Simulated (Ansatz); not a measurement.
C:
```cif
data_C4
_chemical_formula_sum 'C4'
_space_group_name_H-M_alt 'Fm-3m'
_space_group_IT_number 225
_space_group_name_Hall '-F 4 2 3'
_cell_length_a 3.01064
_cell_length_b 3.01064
_cell_length_c 3.01064
_cell_angle_alpha 90.000
_cell_angle_beta 90.000
_cell_angle_gamma 90.000
loop_
_atom_site_label
_atom_site_type_symbol
_atom_site_symmetry_multiplicity
_atom_site_Wyckoff_symbol
_atom_site_fract_x
_atom_site_fract_y
_atom_site_fract_z
_atom_site_occupancy
C1 C 4 a 0.00000 0.00000 0.00000 1
```
(The calculation used a cell of 1 atom; values per cell refer to that cell.)

Relaxed with LDA.

Problem. Which orbitals make up the states near the Fermi level in LDA in the plane-wave PAW code Ansatz?

Solution. Within 0.5 eV of the Fermi level: C 2p 74 %, C 2s 25 %. Projections are on Löwdin-orthogonalised atomic valence shells; empty p or d shells of many metals are not among them.

Problem. Tabulate the density of states.

Solution. States/eV per cell of 1 atom, in 0.25 eV bins, energy from the Fermi level.

| E (eV) | total | C 2p | C 2s |
|---|---|---|---|
| -7.85 | 0.24 | 0.15 | 0.09 |
| -7.60 | 0.25 | 0.16 | 0.09 |
| -7.35 | 0.26 | 0.17 | 0.09 |
| -7.10 | 0.26 | 0.17 | 0.09 |
| -6.85 | 0.25 | 0.17 | 0.08 |
| -6.60 | 0.25 | 0.17 | 0.08 |
| -6.35 | 0.24 | 0.17 | 0.08 |
| -6.10 | 0.24 | 0.17 | 0.07 |
| -5.85 | 0.23 | 0.17 | 0.07 |
| -5.60 | 0.22 | 0.16 | 0.06 |
| -5.35 | 0.23 | 0.16 | 0.06 |
| -5.10 | 0.26 | 0.17 | 0.09 |
| -4.85 | 0.29 | 0.17 | 0.11 |
| -4.60 | 0.32 | 0.17 | 0.14 |
| -4.35 | 0.31 | 0.17 | 0.13 |
| -4.10 | 0.29 | 0.17 | 0.12 |
| -3.85 | 0.27 | 0.16 | 0.11 |
| -3.60 | 0.25 | 0.15 | 0.10 |
| -3.35 | 0.25 | 0.15 | 0.10 |
| -3.10 | 0.29 | 0.18 | 0.11 |
| -2.85 | 0.32 | 0.20 | 0.11 |
| -2.60 | 0.32 | 0.21 | 0.11 |
| -2.35 | 0.33 | 0.21 | 0.11 |
| -2.10 | 0.33 | 0.22 | 0.11 |
| -1.85 | 0.33 | 0.22 | 0.11 |
| -1.60 | 0.33 | 0.22 | 0.11 |
| -1.35 | 0.33 | 0.23 | 0.10 |
| -1.10 | 0.33 | 0.23 | 0.10 |
| -0.85 | 0.33 | 0.23 | 0.10 |
| -0.60 | 0.35 | 0.24 | 0.10 |
| -0.35 | 0.36 | 0.26 | 0.09 |
| -0.10 | 0.37 | 0.27 | 0.09 |
| 0.15 | 0.37 | 0.28 | 0.09 |
| 0.40 | 0.39 | 0.29 | 0.09 |
| 0.65 | 0.40 | 0.31 | 0.09 |
| 0.90 | 0.41 | 0.32 | 0.08 |
| 1.15 | 0.43 | 0.34 | 0.08 |
| 1.40 | 0.44 | 0.36 | 0.08 |
| 1.65 | 0.47 | 0.38 | 0.07 |
| 1.90 | 0.50 | 0.42 | 0.07 |
| 2.15 | 0.56 | 0.48 | 0.07 |
| 2.40 | 0.59 | 0.51 | 0.06 |
| 2.65 | 0.58 | 0.51 | 0.06 |
| 2.90 | 0.58 | 0.51 | 0.06 |
| 3.15 | 0.58 | 0.51 | 0.06 |
| 3.40 | 0.57 | 0.51 | 0.05 |
| 3.65 | 0.57 | 0.51 | 0.05 |
| 3.90 | 0.57 | 0.51 | 0.05 |
| 4.15 | 0.56 | 0.51 | 0.04 |
| 4.40 | 0.56 | 0.51 | 0.04 |
| 4.65 | 0.56 | 0.52 | 0.04 |
| 4.90 | 0.56 | 0.52 | 0.04 |

The start of the workflow was typed in or built on a structure type; neither database checked (COD, Materials Project) lists it. It is not the phase usual at ambient conditions (space group No. 194, 227). The cell was relaxed with LDA under the symmetry of its start. At this level the phase is mechanically unstable. The volume moved by -40 % from the start of the relaxation.

Potentials: the earlier of the program's two PAW sets.
